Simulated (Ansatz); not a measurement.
**Two inputs for GaN with carbon replacing N**

This input was run with Ansatz:

```yaml
crystal:
  lattice:
    - [6.36, 0.0, 0.0]
    - [-4.77, 8.261882352, 0.0]
    - [0.0, 0.0, 10.332]
  atoms:
    - { symbol: Ga, position: [0.1666666666, 0.2222222222, 0.0] }
    - { symbol: Ga, position: [0.1666666666, 0.2222222222, 0.5] }
    - { symbol: Ga, position: [0.1666666666, 0.5555555556, 0.0] }
    - { symbol: Ga, position: [0.1666666666, 0.5555555556, 0.5] }
    - { symbol: Ga, position: [0.1666666666, 0.8888888889, 0.0] }
    - { symbol: Ga, position: [0.1666666666, 0.8888888889, 0.5] }
    - { symbol: Ga, position: [0.6666666666, 0.2222222222, 0.0] }
    - { symbol: Ga, position: [0.6666666666, 0.2222222222, 0.5] }
    - { symbol: Ga, position: [0.6666666666, 0.5555555556, 0.0] }
    - { symbol: Ga, position: [0.6666666666, 0.5555555556, 0.5] }
    - { symbol: Ga, position: [0.6666666666, 0.8888888889, 0.0] }
    - { symbol: Ga, position: [0.6666666666, 0.8888888889, 0.5] }
    - { symbol: Ga, position: [0.3333333334, 0.1111111111, 0.25] }
    - { symbol: Ga, position: [0.3333333334, 0.1111111111, 0.75] }
    - { symbol: Ga, position: [0.3333333334, 0.4444444444, 0.25] }
    - { symbol: Ga, position: [0.3333333334, 0.4444444444, 0.75] }
    - { symbol: Ga, position: [0.3333333334, 0.7777777778, 0.25] }
    - { symbol: Ga, position: [0.3333333334, 0.7777777778, 0.75] }
    - { symbol: Ga, position: [0.8333333334, 0.1111111111, 0.25] }
    - { symbol: Ga, position: [0.8333333334, 0.1111111111, 0.75] }
    - { symbol: Ga, position: [0.8333333334, 0.4444444444, 0.25] }
    - { symbol: Ga, position: [0.8333333334, 0.4444444444, 0.75] }
    - { symbol: Ga, position: [0.8333333334, 0.7777777778, 0.25] }
    - { symbol: Ga, position: [0.8333333334, 0.7777777778, 0.75] }
    - { symbol: C, position: [0.1666666666, 0.2222222222, 0.1875] }
    - { symbol: "N", position: [0.1666666666, 0.2222222222, 0.6875] }
    - { symbol: "N", position: [0.1666666666, 0.5555555556, 0.1875] }
    - { symbol: "N", position: [0.1666666666, 0.5555555556, 0.6875] }
    - { symbol: "N", position: [0.1666666666, 0.8888888889, 0.1875] }
    - { symbol: "N", position: [0.1666666666, 0.8888888889, 0.6875] }
    - { symbol: "N", position: [0.6666666666, 0.2222222222, 0.1875] }
    - { symbol: "N", position: [0.6666666666, 0.2222222222, 0.6875] }
    - { symbol: "N", position: [0.6666666666, 0.5555555556, 0.1875] }
    - { symbol: "N", position: [0.6666666666, 0.5555555556, 0.6875] }
    - { symbol: "N", position: [0.6666666666, 0.8888888889, 0.1875] }
    - { symbol: "N", position: [0.6666666666, 0.8888888889, 0.6875] }
    - { symbol: "N", position: [0.3333333334, 0.1111111111, 0.4375] }
    - { symbol: "N", position: [0.3333333334, 0.1111111111, 0.9375] }
    - { symbol: "N", position: [0.3333333334, 0.4444444444, 0.4375] }
    - { symbol: "N", position: [0.3333333334, 0.4444444444, 0.9375] }
    - { symbol: "N", position: [0.3333333334, 0.7777777778, 0.4375] }
    - { symbol: "N", position: [0.3333333334, 0.7777777778, 0.9375] }
    - { symbol: "N", position: [0.8333333334, 0.1111111111, 0.4375] }
    - { symbol: "N", position: [0.8333333334, 0.1111111111, 0.9375] }
    - { symbol: "N", position: [0.8333333334, 0.4444444444, 0.4375] }
    - { symbol: "N", position: [0.8333333334, 0.4444444444, 0.9375] }
    - { symbol: "N", position: [0.8333333334, 0.7777777778, 0.4375] }
    - { symbol: "N", position: [0.8333333334, 0.7777777778, 0.9375] }
total_charge: -1
kpoints:
  mp_grid: { grid: [4, 3, 2] }
scf:
  occupations: { method: fermi_dirac, width: 0.01 }
hamiltonian:
  xc: revpbe
  pseudopotentials: { kind: paw }
output:
  forces: true
  stress: true
  populations: true
  efg:
    quadrupole_moments_barn: { Ga: 0.107, "N": 0.02044 }
    contact_densities: true
basis:
  xc_grid: 1
```

```sh
ansatz run input.yaml --threads 4 --pin off --max-ram 8192MiB --backend cpu --events-out ev --progress --plain --runs-dir out
```

It converged. Of its output the block on the nuclei alone is shown, without the SCF iterations, energies, forces and stress (one atom of each set, the first 14 sets):

```
--- PAW observables at the nuclei: V_zz in 10²¹ V/m², potentials from the cell's mean, atoms counted from 1 ---
  atom   1  Ga V_zz =    -7.929917   η = 0.0145   by run symmetry: allowed   C_q = -20.5167 MHz
            electrostatic potential = -4135.507557 V   contact ρ = 187486.566647 e/Å³
  atom   2  Ga V_zz =    +0.262757   η = 0.3107   by run symmetry: allowed   C_q = +0.6798 MHz
            electrostatic potential = -4134.849186 V   contact ρ = 187482.493932 e/Å³
  atom   3  Ga V_zz =    -0.754458   η = 0.5163   by run symmetry: allowed   C_q = -1.9520 MHz
            electrostatic potential = -4134.812552 V   contact ρ = 187482.568315 e/Å³
  atom   4  Ga V_zz =    -0.499385   η = 0.1873   by run symmetry: allowed   C_q = -1.2920 MHz
            electrostatic potential = -4134.738685 V   contact ρ = 187482.760061 e/Å³
  atom   5  Ga V_zz =    -0.809809   η = 0.5794   by run symmetry: allowed   C_q = -2.0952 MHz
            electrostatic potential = -4134.811393 V   contact ρ = 187482.549132 e/Å³
  atom   6  Ga V_zz =    -0.578695   η = 0.1783   by run symmetry: allowed   C_q = -1.4972 MHz
            electrostatic potential = -4134.737350 V   contact ρ = 187482.737774 e/Å³
  atom   7  Ga V_zz =    -1.042676   η = 0.5017   by run symmetry: allowed   C_q = -2.6977 MHz
            electrostatic potential = -4134.922307 V   contact ρ = 187482.480235 e/Å³
  atom   8  Ga V_zz =    -0.412539   η = 0.9666   by run symmetry: allowed   C_q = -1.0673 MHz
            electrostatic potential = -4134.822068 V   contact ρ = 187482.742785 e/Å³
  atom   9  Ga V_zz =    -0.721632   η = 0.5688   by run symmetry: allowed   C_q = -1.8670 MHz
            electrostatic potential = -4134.803542 V   contact ρ = 187482.559310 e/Å³
  atom  10  Ga V_zz =    -0.501957   η = 0.2057   by run symmetry: allowed   C_q = -1.2987 MHz
            electrostatic potential = -4134.737016 V   contact ρ = 187482.760789 e/Å³
  atom  11  Ga V_zz =    -0.788426   η = 0.6319   by run symmetry: allowed   C_q = -2.0399 MHz
            electrostatic potential = -4134.801593 V   contact ρ = 187482.528503 e/Å³
  atom  12  Ga V_zz =    -0.587334   η = 0.2177   by run symmetry: allowed   C_q = -1.5196 MHz
            electrostatic potential = -4134.735363 V   contact ρ = 187482.723261 e/Å³
  atom  13  Ga V_zz =    -7.276401   η = 0.1470   by run symmetry: allowed   C_q = -18.8259 MHz
            electrostatic potential = -4135.654718 V   contact ρ = 187486.543469 e/Å³
  atom  14  Ga V_zz =    -1.215229   η = 0.1416   by run symmetry: allowed   C_q = -3.1441 MHz
            electrostatic potential = -4134.728357 V   contact ρ = 187482.847068 e/Å³
```

Question: Can these gradients be trusted, and how do they compare with a run on standard settings?

Answer: They agree with the standard run. Against the standard input the change is `basis.xc_grid`: not typed → 1; `hamiltonian.xc`: pbe → revpbe. A site carries the number of its first atom; V_zz in 10²¹ V/m².

```
site  atom  V_zz standard  η standard  V_zz here  η here
 Ga1     1          -7.96        0.01      -7.93    0.01
Ga13    13          -7.30        0.15      -7.28    0.15
Ga15    15          -7.48        0.03      -7.46    0.03
Ga19    19          -7.32        0.16      -7.29    0.16
Ga22    22          -0.51        0.40      -0.51    0.41
Ga23    23           0.58        0.57       0.58    0.56
   C    25          -0.23        0.80      -0.23    0.82
 N30    30           0.12        0.71       0.12    0.66
 N33    33          -0.86        0.54      -0.85    0.55
 N36    36           0.13        0.73       0.12    0.68
 N37    37          -0.77        0.27      -0.75    0.27
 N39    39          -0.73        0.19      -0.72    0.19
```

No V_zz moves by more than 0.03. In per cent, |V_zz| changes by -1 to +1 on Ga, -2 to 0 on N (all sites that start above 0.5). The table leaves out 36 of the 48 sites, with |V_zz| up to 1.72; their tensors move by 0.02 at most along any direction. The statements above cover all sites. Its pressure is 10 GPa, against 7 GPa in the reference run. SCF iterations: 9 and 9.

On the reference run: The defect repeats with the cell of 48 atoms, so it feels its images: sites between two images don't show the values beside a lone defect, and zeros or small values of η there can come from the images' arrangement. Ga and N carry a gradient in the pure host already, so the values there aren't the defect's effect alone. A uniform background compensates the cell's charge. The cell keeps the host's lattice, where the PBE pressure is 7 GPa (in a charged cell this depends on the convention for the mean potential). The neighbours have not yet relaxed around the defect (largest force 1.1 eV/Å), so a real crystal will differ.
